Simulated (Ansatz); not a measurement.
HfGeMo:
```
HfGeMo
1.0
    6.96798     0.00000     0.00000
    0.00000     3.54011     0.00000
    0.00000     0.00000     8.30709
Hf Ge Mo
4 4 4
Direct
  0.04928   0.25000   0.66704
  0.95072   0.75000   0.33296
  0.45072   0.75000   0.16704
  0.54928   0.25000   0.83296
  0.25126   0.25000   0.36169
  0.74874   0.75000   0.63831
  0.24874   0.75000   0.86169
  0.75126   0.25000   0.13831
  0.13153   0.25000   0.06168
  0.86847   0.75000   0.93832
  0.36847   0.75000   0.56168
  0.63153   0.25000   0.43832
```

Relaxed with r²SCAN. Special points in fractions of this cell's reciprocal vectors: Γ (0.000, 0.000, 0.000); X (0.500, 0.000, 0.000); S (0.500, 0.500, 0.000); Y (0.000, 0.500, 0.000); Z (0.000, 0.000, 0.500); U (0.500, 0.000, 0.500); R (0.500, 0.500, 0.500); T (0.000, 0.500, 0.500).

List the band energies nearest the Fermi level at these points for plane-wave PAW r²SCAN (Ansatz code).

In eV from the Fermi level; about four levels below and three above (degenerate sets whole), none deeper than 8.9 eV; points with the same levels are listed once.

```csv
k,below,above
Γ,-1.10 -0.83 -0.81 -0.32,0.33 0.35 0.41
X,-0.72 -0.72 -0.04 -0.04,0.47 0.47 0.58 0.58
S,-1.70 -1.70 -1.70 -1.70,0.80 0.80 0.80 0.80
Y,-1.78 -1.78 -1.08 -1.08,0.46 0.46 0.55 0.55
Z,-0.90 -0.90 -0.39 -0.39,0.09 0.09 1.03 1.03
U,-1.43 -1.43 -0.13 -0.13,0.82 0.82 0.93 0.93
R,-1.58 -1.58 -1.58 -1.58,0.80 0.80 0.80 0.80
T,-0.45 -0.45 -0.02 -0.02,1.18 1.18 1.31 1.31
```

Space group Pnma. The first step of the workflow began from a Materials Project structure, measured or hypothetical; the Crystallography Open Database copy checked does not list it. Whether it is the stable phase at ambient conditions was not checked. The r²SCAN relaxation kept the symmetry of its start; whether a distortion lowers the energy is not shown. No spin polarisation was allowed. Scalar-relativistic: spin–orbit coupling is off unless named, which matters more the heavier the elements.

Potentials: the later of the program's two PAW sets.
